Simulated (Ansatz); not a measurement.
The relaxed structure here is a generated cell of SnO: the first start was made by placing the elements on the sites of a structure type, and the end was not matched to a known phase here, so it may be hypothetical. Known forms of SnO include space group No. 129.

A relaxed cell of SnO (F-43m (No. 216)), relaxed on a k-mesh at least as fine as the one used below. The numbers are results of r2SCAN (plane waves to 500 eV, PAW, scalar-relativistic; Ansatz, an electronic-structure program), not measurements. Γ-centred k-mesh 10×10×10 on the run's cell (coarser than for final values), Fermi–Dirac smearing 0.05 eV.

```
SnO
1.0
    0.00000     5.40912     5.40912
    2.70456     2.70456     5.40912
    2.70456     2.70456     0.00000
O Sn
2 2
Direct
  0.00000   0.25000   0.25000
  0.50000   0.25000   0.25000
  0.00000   0.00000   0.00000
  0.50000   0.00000   0.00000
```

The atoms are displaced along an unstable phonon of this cell by (Å):

```tsv
atom	ux	uy	uz
O1	0.000	0.150	0.000
O2	0.000	-0.150	0.000
Sn3	0.000	0.000	0.000
Sn4	0.000	0.000	0.000
```

Q: What forces (eV/Å) and pressure result?

A: 
```json
[
 {"atom": "O1", "Fx": "0.00", "Fy": "0.75", "Fz": "0.00"},
 {"atom": "O2", "Fx": "0.00", "Fy": "-0.75", "Fz": "0.00"},
 {"atom": "Sn3", "Fx": "0.00", "Fy": "0.00", "Fz": "0.00"},
 {"atom": "Sn4", "Fx": "0.00", "Fy": "0.00", "Fz": "0.00"}
]
```

Pressure +0.1 GPa.

The undisplaced cell is probably no minimum: from this displacement the run went on to C222₁ (No. 20), 0.29 eV/atom below it.

No spin polarisation in the result.
